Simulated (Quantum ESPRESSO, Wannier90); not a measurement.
**SnO2 (Pnnm), plane waves to Wannier functions**

Materials Project entry mp-550172; symmetrised, unrelaxed at this level. Not found in the COD (Crystallography Open Database) copy used, which has the formula in other groups; not checked further. Method: LDA plane waves in Quantum ESPRESSO 7.5 (PseudoDojo norm-conserving files, 68 Ry, no spin polarisation, no spin-orbit coupling), Bloch states on a 6×6×10 mesh through Γ, Wannier90 4.0.1. Density: 6×6×10 mesh, Gaussian smearing 0.01 Ry. Spin-orbit coupling is left out although heavy elements are present.

On the energy scale of pw.x, whose zero is arbitrary, the valence-band maximum lies at 8.51 eV.

Input w.win:

```
num_bands = 16
num_wann = 16
exclude_bands = 1-10,27-47
num_iter = 1000
conv_tol = 1.0e-6
conv_window = 4
write_hr = true
write_u_matrices = true
auto_projections = true
begin unit_cell_cart
ang
    4.7880000000    0.0000000000    0.0000000000
    0.0000000000    4.8665800000    0.0000000000
    0.0000000000    0.0000000000    3.2409000000
end unit_cell_cart
begin atoms_frac
Sn   0.5000000000  0.5000000000  0.5000000000
Sn   0.0000000000  0.0000000000  0.0000000000
O    0.2918500000  0.3210400000  0.0000000000
O   -0.2918500000 -0.3210400000  0.0000000000
O   -0.2081500000  0.1789600000  0.5000000000
O    0.2081500000 -0.1789600000  0.5000000000
end atoms_frac
mp_grid = 6 6 10
begin kpoints
0.0000000000 0.0000000000 0.0000000000
0.0000000000 0.0000000000 0.1000000000
0.0000000000 0.0000000000 0.2000000000
... (357 more lines: the 6x6x10 mesh through Gamma)
end kpoints
```

Input of pw2wannier90.x that gives the overlap and projection files (equivalent; here they were cut from one run over all bands):

```
&inputpp
  outdir = './out'
  prefix = 'pwscf'
  seedname = 'w'
  write_amn = .true.
  write_mmn = .true.
  scdm_proj = .true.
  scdm_entanglement = 'isolated'
/
```

Output w.wout (banner and timings cut):

```
                                    ------
                                    SYSTEM
                                    ------

                              Lattice Vectors (Ang)
                    a_1     4.788000   0.000000   0.000000
                    a_2     0.000000   4.866580   0.000000
                    a_3     0.000000   0.000000   3.240900

                   Unit Cell Volume:      75.51681  (Ang^3)

                        Reciprocal-Space Vectors (Ang^-1)
                    b_1     1.312278   0.000000   0.000000
                    b_2     0.000000   1.291088   0.000000
                    b_3     0.000000   0.000000   1.938716

 *----------------------------------------------------------------------------*
 |   Site       Fractional Coordinate          Cartesian Coordinate (Ang)     |
 +----------------------------------------------------------------------------+
 | sn   1   0.50000   0.50000   0.50000   |    2.39400   2.43329   1.62045    |
 | sn   2   0.00000   0.00000   0.00000   |    0.00000   0.00000   0.00000    |
 | o    1   0.29185   0.32104   0.00000   |    1.39738   1.56237   0.00000    |
 | o    2  -0.29185  -0.32104   0.00000   |   -1.39738  -1.56237   0.00000    |
 | o    3  -0.20815   0.17896   0.50000   |   -0.99662   0.87092   1.62045    |
 | o    4   0.20815  -0.17896   0.50000   |    0.99662  -0.87092   1.62045    |
 *----------------------------------------------------------------------------*
                                ------------
                                K-POINT GRID
                                ------------

             Grid size =  6 x  6 x 10      Total points =  360

 *---------------------------------- MAIN ------------------------------------*
 |  Number of Wannier Functions               :                16             |
 |  Number of Objective Wannier Functions     :                16             |
 |  Number of input Bloch states              :                16             |
 |  Output verbosity (1=low, 5=high)          :                 1             |
 |  Timing Level (1=low, 5=high)              :                 1             |
 |  Optimisation (0=memory, 3=speed)          :                 3             |
 |  Length Unit                               :               Ang             |
 |  Post-processing setup (write *.nnkp)      :                 F             |
 |  Using Gamma-only branch of algorithms     :                 F             |
 *----------------------------------------------------------------------------*
 *------------------------------- WANNIERISE ---------------------------------*
 |  Total number of iterations                :              1000             |
 |  Number of CG steps before reset           :                 5             |
 |  Trial step length for line search         :             2.000             |
 |  Convergence tolerence                     :         0.100E-05             |
 |  Convergence window                        :                 4             |
 |  Iterations between writing output         :                 1             |
 |  Iterations between backing up to disk     :               100             |
 |  Write r^2_nm to file                      :                 F             |
 |  Write xyz WF centres to file              :                 F             |
 |  Write on-site energies <0n|H|0n> to file  :                 F             |
 |  Use guiding centre to control phases      :                 F             |
 |  Use phases for initial projections        :                 F             |
 *----------------------------------------------------------------------------*
 *-------------------------------- PLOTTING ----------------------------------*
 |  Plotting Hamiltonian in WF basis          :                 T             |
 *----------------------------------------------------------------------------*

       ... (k-mesh section left out)

 Starting a new Wannier90 calculation ...

 Reading overlaps from w.mmn

 Reading projections from w.amn

 *------------------------------- WANNIERISE ---------------------------------*
 +--------------------------------------------------------------------+<-- CONV
 | Iter  Delta Spread     RMS Gradient      Spread (Ang^2)            |<-- CONV
 +--------------------------------------------------------------------+<-- CONV

 ------------------------------------------------------------------------------
 Initial State
  WF centre and spread    1  (  1.434324,  1.550379,  0.339330 )     1.13402946
  WF centre and spread    2  ( -0.926432,  0.856585, -1.240696 )     1.09954500
  WF centre and spread    3  (  0.909432, -0.811640,  1.250270 )     1.11535915
  WF centre and spread    4  ( -1.484474, -1.621932, -0.370137 )     1.11651250
  WF centre and spread    5  ( -1.238960, -1.753645,  0.075380 )     0.92344676
  WF centre and spread    6  (  1.182943,  1.725451, -0.106208 )     0.92779696
  WF centre and spread    7  ( -1.177459,  0.682153,  1.531732 )     0.92077743
  WF centre and spread    8  (  1.154970, -0.679925, -1.545140 )     0.92228681
  WF centre and spread    9  (  1.150875, -1.217530, -1.529176 )     1.06099565
  WF centre and spread   10  ( -1.243267, -1.215783,  0.091430 )     1.06126736
  WF centre and spread   11  (  1.492380,  1.296091, -0.206342 )     1.01548687
  WF centre and spread   12  ( -1.053463,  1.177365,  1.476200 )     1.06778030
  WF centre and spread   13  (  0.647968, -0.733673, -1.418223 )     1.14153007
  WF centre and spread   14  ( -1.746404, -1.700258,  0.202425 )     1.14479719
  WF centre and spread   15  ( -0.706419,  0.726424,  1.474622 )     1.22102661
  WF centre and spread   16  (  1.603441,  1.720757, -0.025797 )     1.30586966
  Sum of centres and spreads ( -0.000545,  0.000820, -0.000329 )    17.17850780

      0     0.172E+02     0.0000000000       17.1785077817  <-- CONV
        O_D=      0.0405515 O_OD=      3.3817322 O_TOT=     17.1785078 <-- SPRD
 ------------------------------------------------------------------------------
      1    -0.273E+00     0.3147274691       16.9059919046  <-- CONV
        O_D=      0.0223472 O_OD=      3.1274206 O_TOT=     16.9059919 <-- SPRD
      2    -0.143E+00     0.3567795323       16.7633777452  <-- CONV
        O_D=      0.0169220 O_OD=      2.9902317 O_TOT=     16.7633777 <-- SPRD
      3    -0.988E-01     0.2998797367       16.6645626621  <-- CONV
        O_D=      0.0132502 O_OD=      2.8950884 O_TOT=     16.6645627 <-- SPRD
      4    -0.646E-01     0.2474954266       16.5999475442  <-- CONV
        O_D=      0.0097977 O_OD=      2.8339258 O_TOT=     16.5999475 <-- SPRD
      5    -0.386E-01     0.1939213685       16.5613017865  <-- CONV
        O_D=      0.0075724 O_OD=      2.7975053 O_TOT=     16.5613018 <-- SPRD
       ... (lines left out)
    100    -0.361E-02     0.0561962478       15.8831479507  <-- CONV
        O_D=      0.0064571 O_OD=      2.1204668 O_TOT=     15.8831480 <-- SPRD
       ... (lines left out)
    200    -0.478E-03     0.0189365909       15.6770328552  <-- CONV
        O_D=      0.0063426 O_OD=      1.9144662 O_TOT=     15.6770329 <-- SPRD
       ... (lines left out)
    300    -0.164E-03     0.0116696141       15.6485577213  <-- CONV
        O_D=      0.0064156 O_OD=      1.8859180 O_TOT=     15.6485577 <-- SPRD
       ... (lines left out)
    400    -0.451E-04     0.0062340234       15.6401808224  <-- CONV
        O_D=      0.0064045 O_OD=      1.8775523 O_TOT=     15.6401808 <-- SPRD
       ... (lines left out)
    500    -0.173E-04     0.0036118339       15.6365477421  <-- CONV
        O_D=      0.0064101 O_OD=      1.8739136 O_TOT=     15.6365477 <-- SPRD
       ... (lines left out)
    600    -0.122E-04     0.0031642250       15.6349909713  <-- CONV
        O_D=      0.0064140 O_OD=      1.8723529 O_TOT=     15.6349910 <-- SPRD
       ... (lines left out)
    700    -0.309E-05     0.0016389196       15.6343797991  <-- CONV
        O_D=      0.0064102 O_OD=      1.8717455 O_TOT=     15.6343798 <-- SPRD
       ... (lines left out)
    798    -0.975E-06     0.0008067613       15.6341513849  <-- CONV
        O_D=      0.0064092 O_OD=      1.8715181 O_TOT=     15.6341514 <-- SPRD
    799    -0.941E-06     0.0012575222       15.6341504435  <-- CONV
        O_D=      0.0064092 O_OD=      1.8715172 O_TOT=     15.6341504 <-- SPRD
    800    -0.921E-06     0.0008007895       15.6341495222  <-- CONV
        O_D=      0.0064093 O_OD=      1.8715162 O_TOT=     15.6341495 <-- SPRD
             <<<     Delta < 1.000E-06  over  4 iterations     >>>
             <<< Wannierisation convergence criteria satisfied >>>
 Final State
  WF centre and spread    1  (  1.648476,  1.708383,  0.404357 )     1.01449405
  WF centre and spread    2  ( -0.744895,  0.726667, -1.216108 )     1.01415312
  WF centre and spread    3  (  0.744869, -0.726880,  1.216079 )     1.01411311
  WF centre and spread    4  ( -1.649133, -1.706401, -0.404372 )     1.01410297
  WF centre and spread    5  ( -1.272621, -1.706840,  0.001090 )     0.90241915
  WF centre and spread    6  (  1.267073,  1.704681, -0.000467 )     0.90175871
  WF centre and spread    7  ( -1.122101,  0.726824,  1.619556 )     0.90233300
  WF centre and spread    8  (  1.121405, -0.726460, -1.619363 )     0.90241442
  WF centre and spread    9  (  1.256564, -1.259439, -1.620664 )     0.97783356
  WF centre and spread   10  ( -1.137390, -1.173868, -0.000215 )     0.97782966
  WF centre and spread   11  (  1.145245,  1.170818,  0.000101 )     0.97784279
  WF centre and spread   12  ( -1.255526,  1.259867,  1.620630 )     0.97783689
  WF centre and spread   13  (  0.743141, -0.728953, -1.216965 )     1.01415508
  WF centre and spread   14  ( -1.650866, -1.704322,  0.403484 )     1.01414739
  WF centre and spread   15  ( -0.743470,  0.728373,  1.216835 )     1.01419189
  WF centre and spread   16  (  1.649233,  1.707499, -0.403984 )     1.01452376
  Sum of centres and spreads (  0.000005, -0.000052, -0.000007 )    15.63414954

         Spreads (Ang^2)       Omega I      =    13.756224100
        ================       Omega D      =     0.006409255
                               Omega OD     =     1.871516167
    Final Spread (Ang^2)       Omega Total  =    15.634149522
```
